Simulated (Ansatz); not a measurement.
A geometry of Bi away from equilibrium: step 2 of the relaxation of a relaxed Bi cell, doubled along one cell vector, shaken by Gaussian noise of σ = 0.08 Å a coordinate. Computed with PBE (plane waves to 420 eV, PAW, scalar-relativistic; Ansatz, a program for electronic structure). Γ-centred k-mesh 7×7×3 on the run's cell (coarser than for final values), Fermi–Dirac smearing 0.05 eV.

```xyz
8
Lattice="5.4035 -0.0355 0.0202 -2.7325 4.7202 -0.0071 0.0482 0.0081 12.9440" Properties=species:S:1:pos:R:3:forces:R:3 pbc="T T T" free_energy=-99191.423 pressure_GPa=-0.2
Bi     0.1209    -0.0538     4.8479    0.0322    0.0483   -0.1193
Bi     0.0126    -0.0380    11.3362   -0.0504   -0.0162   -0.1341
Bi     0.0307    -0.0338     1.6385    0.0495    0.0134    0.0408
Bi     0.0870     0.0069     8.1545    0.0851   -0.0010    0.2113
Bi     0.0876     3.0862     5.0538   -0.0402   -0.0821    0.2667
Bi    -0.0323     3.0899    11.4317   -0.0108   -0.0092    0.1282
Bi     2.7478     1.5231     1.7091   -0.0197    0.0053   -0.0189
Bi     2.8157     1.5621     7.7939   -0.0458    0.0415   -0.3748
```

Positions in Å, forces in eV/Å, free energy of the cell in eV (comparable only within this code, potentials and settings). Largest force: 0.38 eV/Å, on Bi8 (atoms numbered as listed); the geometry lies 0.31 eV/atom above the end of its relaxation.

No spin polarisation in the result.

Of the parent cell (P6₃/mmc (No. 194)): it is a generated cell of Bi: the first start was made by placing the elements on the sites of a structure type, and the end was not matched to a known phase here, so it may be hypothetical. Known forms of Bi include space group No. 166.
